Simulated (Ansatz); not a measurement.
**Structure relaxation, ScOF**

The start is a relaxed ScOF cell, doubled along one cell vector, shaken by Gaussian noise of σ = 0.08 Å a coordinate. The cell and all atomic positions are relaxed at zero pressure with PBEsol (plane waves to 420 eV, PAW, scalar-relativistic; Ansatz, a quantum-chemistry and plane-wave program). The first steps use a coarse 7×4×5 k-mesh.

The start:
```
CELL_PARAMETERS angstrom
      3.59423     0.00000     0.00000
     -3.59423     6.22539     0.00000
      0.00000     0.00000     5.36778
ATOMIC_POSITIONS crystal
  Sc 0.02541 0.01083 0.48405
  Sc 0.00957 0.50597 0.50910
  Sc 0.04364 0.01253 0.01645
  Sc 0.97422 0.49581 0.02276
  O  0.32873 0.33195 0.75886
  O  0.35872 0.84348 0.75077
  O  0.65883 0.14794 0.23045
  O  0.67114 0.67587 0.24571
  F  0.34144 0.34475 0.25395
  F  0.35118 0.83394 0.25764
  F  0.69938 0.17173 0.74661
  F  0.68132 0.68169 0.73828
```

Task: By how much does the energy per atom fall from start to end?

Result: About 1.6 eV/atom.

Task: Does it find its way back to the structure it was made from?

Result: It does not go back: it reaches P2₁/m (No. 11), 1.57 eV/atom below the parent.

Task: What band gap does the relaxed structure have at this level?

Result: 3.99 eV, indirect (valence top at Γ, conduction bottom at k = (0, 0.2, 0)) (no spin-orbit coupling).

Task: Write out the relaxed structure.

Result: 
Space group P2₁/m (No. 11); a = 5.191 Å, b = 3.348 Å, c = 7.830 Å, α = 90.00°, β = 95.68°, γ = 90.00°

```json
[
 {"atom": "Sc", "site": "2e", "symmetry": "m", "x": "0.1952", "y": "0.2500", "z": "0.6694"},
 {"atom": "Sc", "site": "2e", "symmetry": "m", "x": "0.2650", "y": "0.2500", "z": "0.0822"},
 {"atom": "O", "site": "2e", "symmetry": "m", "x": "0.0146", "y": "0.7500", "z": "0.1298"},
 {"atom": "O", "site": "2e", "symmetry": "m", "x": "0.5201", "y": "0.7500", "z": "0.1303"},
 {"atom": "F", "site": "2e", "symmetry": "m", "x": "0.0817", "y": "0.2500", "z": "0.3919"},
 {"atom": "F", "site": "2e", "symmetry": "m", "x": "0.6062", "y": "0.2500", "z": "0.3872"}
]
```

Final values are on a 7×10×5 k-mesh of the relaxed cell. The start holds a very short contact (O–F 1.96 Å). No spin polarisation in the result.

The relaxed structure here is a generated cell of ScOF: the first start was made by placing the elements on the sites of a structure type, and the end was not matched to a known phase here, so it may be hypothetical.
